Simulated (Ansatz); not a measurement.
Al2Ru:
```yaml
crystal:
  lattice:
    - [0.00000, 3.98780, 4.38491]
    - [2.35067, 0.00000, 4.38491]
    - [2.35067, 3.98780, 0.00000]
  atoms:
    - { symbol: Al, position: [0.07893, 0.42107, 0.07893] }
    - { symbol: Al, position: [0.42107, 0.07893, 0.42107] }
    - { symbol: Al, position: [0.17107, 0.82893, 0.17107] }
    - { symbol: Al, position: [0.82893, 0.17107, 0.82893] }
    - { symbol: Ru, position: [0.75000, 0.75000, 0.75000] }
    - { symbol: Ru, position: [0.50000, 0.50000, 0.50000] }
```

Relaxed with PBEsol. DFT-PBEsol in the program Ansatz with PAW potentials gives a gap of 0.08 eV.

Question: What gap does HSE06 give on the same cell (Ansatz, PAW)?

Answer: 0.59 eV, 0.52 eV more. The hybrid was solved on a coarser mesh and at special points; its gap is the smallest among all of these.

```
k   v1 PBEsol  c1 PBEsol  v1 HSE06  c1 HSE06
--  ---------  ---------  --------  --------
Γ        0.00       1.68         …         …
T       -1.27       0.35     -1.38      0.80
Z       -1.35       2.25     -1.40      2.84
Y       -1.45       1.76         …         …
Σ0      -1.19       0.15     -1.22      0.64
A0      -1.14       1.69         …         …
L       -0.89       0.34         …         …
```

Question: Top valence (v1) and lowest conduction level (c1) in eV from each method's valence maximum (which need not be a listed point): supply the withheld HSE06 values.

Answer: 
- L, v1 HSE06: -1.07
- L, c1 HSE06: 0.81
- A0, v1 HSE06: -1.33
- A0, c1 HSE06: 2.25
- Y, v1 HSE06: -1.79
- Y, c1 HSE06: 2.39
- Γ, v1 HSE06: 0.00
- Γ, c1 HSE06: 2.38

Cost on shared cores: the PBEsol run (SCF on a 8×8×8 mesh, then bands and DOS) very roughly 90 core-seconds, the HSE06 run (SCF on 5×5×5, then a few points) around 5 core-minutes (rough); the tasks are unlike.

Space group Fddd. The workflow started from a Materials Project entry (that database holds measured and hypothetical structures alike); the Crystallography Open Database copy checked does not list it. With Al and Ru taken as one species the cell has the higher symmetry Fddd, so it may be an ordered model of a mixed-site phase. Its standing as an ambient phase is unchecked. The cell was relaxed with PBEsol under the symmetry of its start; phonons on a q-mesh show no instability. No spin polarisation was allowed. Scalar-relativistic: spin–orbit coupling is off unless named, which matters more the heavier the elements.

Potentials: the later of the program's two PAW sets.
